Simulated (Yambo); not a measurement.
Yambo run on Cs2NaYF6 (space group Fm-3m, No. 225). The wavefunctions come from this Quantum ESPRESSO step (LDA, PseudoDojo standard norm-conserving files, scalar-relativistic):

```
&CONTROL
  calculation = 'nscf'
  pseudo_dir = './pseudo'
  outdir = './out'
/
&SYSTEM
  ibrav = 0
  nat = 10
  ntyp = 4
  ecutwfc = 88.0
  ecutrho = 352.0
  occupations = 'fixed'
  force_symmorphic = .true.
  nbnd = 288
/
&ELECTRONS
  conv_thr = 1e-08
  diago_full_acc = .true.
  diago_thr_init = 1e-08
/
ATOMIC_SPECIES
F 18.9984 F.upf
Na 22.9898 Na.upf
Y 88.9058 Y.upf
Cs 132.9055 Cs.upf
CELL_PARAMETERS angstrom
  0.000000000000   4.600705000000   4.600705000000
  4.600705000000   0.000000000000   4.600705000000
  4.600705000000   4.600705000000   0.000000000000
ATOMIC_POSITIONS crystal
F   0.760720000000   0.760720000000   0.239280000000
F   0.239280000000   0.239280000000   0.760720000000
F   0.239280000000   0.760720000000   0.760720000000
F   0.760720000000   0.239280000000   0.239280000000
F   0.760720000000   0.239280000000   0.760720000000
F   0.239280000000   0.760720000000   0.239280000000
Na   0.500000000000   0.500000000000   0.500000000000
Y   0.000000000000   0.000000000000   0.000000000000
Cs   0.250000000000   0.250000000000   0.250000000000
Cs   0.750000000000   0.750000000000   0.750000000000
K_POINTS automatic
2 2 2 0 0 0
```

Yambo input:

```
rim_cut
gw0
dyson
el_el_corr
HF_and_locXC
ppa
em1d
RandQpts= 1000000
RandGvec= 1 Ry
EXXRLvcs= 88 Ry
VXCRLvcs= 352 Ry
Chimod= "HARTREE"
% BndsRnXp
 2 | 286 |
%
NGsBlkXp= 7 Ry
% LongDrXp
 1.0 | 1.0 | 1.0 |
%
PPAPntXp= 27.2114 eV
% GbndRnge
 1 | 286 |
%
GTermKind= "BG"
DysSolver= "n"
ExtendOut
% QPkrange
 1 | 1 | 40 | 41 |
 2 | 2 | 40 | 41 |
%
```

k points by index: 1 = Γ, 2 = L.

Resulting energies as the program prints them:

```
#    K-point    Band    Eo [eV]    E [eV]    E-Eo [eV]    Vxc [eV]    Vnlxc [eV]    Sc|Eo [eV]    Sc|E [eV]    dSc/dw|Eo [eV]    Re(Z)    Im(Z)
#
    1    40    0.000000    -2.228837    -2.228837    -21.92083    -29.70611    4.994006    5.556442    -6.866156    0.798512    -0.001299
    1    41    6.542492    8.033016    1.490523    -9.145345    -4.399055    -3.065511    -3.255766    -3.473176    0.886810    -0.703417E-3
    2    40    -0.119886    -2.352782    -2.232896    -21.45682    -29.10857    4.861939    5.418855    -6.786403    0.800385    -0.001315
    2    41    8.055471    10.28156    2.226092    -13.50957    -7.549636    -3.387164    -3.733841    -4.237565    0.865255    -0.816321E-3
```
(The two width columns are left out.) Convergence of these settings isn't established.

Geometry of the Materials Project entry, not relaxed at this level.
